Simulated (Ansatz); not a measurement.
# TlGe$_{2}$: from a first guess to the relaxed AlB2 type

First guess:

```yaml
crystal:
  lattice:
    - [4.31666, 0.00000, 0.00000]
    - [-2.15833, 3.73833, 0.00000]
    - [0.00000, 0.00000, 4.74832]
  atoms:
    - { symbol: Tl, position: [0.00000, 0.00000, 0.00000] }
    - { symbol: Ge, position: [0.33333, 0.66667, 0.50000] }
    - { symbol: Ge, position: [0.66667, 0.33333, 0.50000] }
```

Theory: DFT, r2SCAN, PAW with Ansatz's default frozen-core files, scalar-relativistic in Ansatz 0.2.0.

Cell and atoms relax within the symmetry of the start on a 10×10×8 k mesh with 0.03 eV Fermi–Dirac smearing.

The start is built from a prototype, known or not as a phase of this compound; the cutoff is 500 eV.

No spin–orbit coupling, which matters for the heavy atoms here.

Task: What is the pressure of the first guess?

Result: 0.80 GPa.

Task: What does it relax to?

Result: a = 4.313 Å, b = 4.313 Å, c = 4.905 Å, α = 90.00°, β = 90.00°, γ = 120.00° (conventional cell), 26.34 Å³ per atom:
```
CELL_PARAMETERS angstrom
4.31329 0.00000 0.00000
-2.15664 3.73542 0.00000
0.00000 0.00000 4.90518
ATOMIC_POSITIONS crystal
Tl 0.00000 0.00000 0.00000
Ge 0.33333 0.66667 0.50000
Ge 0.66667 0.33333 0.50000
```

Task: How much energy does the relaxation release?

Result: 2 meV/atom.
